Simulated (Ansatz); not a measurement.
A geometry of Si2W away from equilibrium: step 2 of the relaxation of a relaxed Si2W cell shaken by Gaussian noise of σ = 0.08 Å a coordinate. Level of theory: r2SCAN (plane waves to 500 eV, PAW, scalar-relativistic; Ansatz, a first-principles code). Γ-centred k-mesh 6×6×4 on the run's cell (coarser than for final values), Fermi–Dirac smearing 0.05 eV.

```xyz
9
Lattice="4.5832 -0.0001 -0.0258 -2.2917 3.9532 0.0432 -0.0372 0.0506 6.5964" Properties=species:S:1:pos:R:3:forces:R:3 pbc="T T T" free_energy=-35031.107 pressure_GPa=1.7
W      2.2552    -0.0704    -0.0346   -0.3904    0.7359    0.6054
W      1.0868     1.9930     2.2072   -0.2007   -0.3818    0.1874
W     -1.2834     1.9591     4.4577    0.9944    0.4053   -0.8410
Si     0.0066     1.2676    -0.0268   -0.4132   -0.2097    0.2621
Si     3.3964     0.7087     2.1563    0.1242   -0.2493    0.0452
Si     1.0705     3.3067     4.3853    0.0275    0.0809    0.4144
Si     2.2486     2.6408     0.0536    0.2865   -0.0150   -0.3765
Si    -1.1884     3.3601     2.2925   -0.2761   -0.4156   -0.5638
Si     1.0345     0.6425     4.3921   -0.1523    0.0492    0.2668
```

Positions in Å, forces in eV/Å, free energy of the cell in eV (comparable only within this code, potentials and settings). Largest force: 1.36 eV/Å, on W3 (atoms numbered as listed); the geometry lies 0.02 eV/atom above the end of its relaxation.

No spin polarisation in the result.

The first start was generated by placing the elements on the sites of a structure type. Materials Project lists a structure of Si2W in the same space group, P6₂22 (No. 180); the sites were not compared with it, nor with measured phases. Known forms of Si2W include space group No. 139.
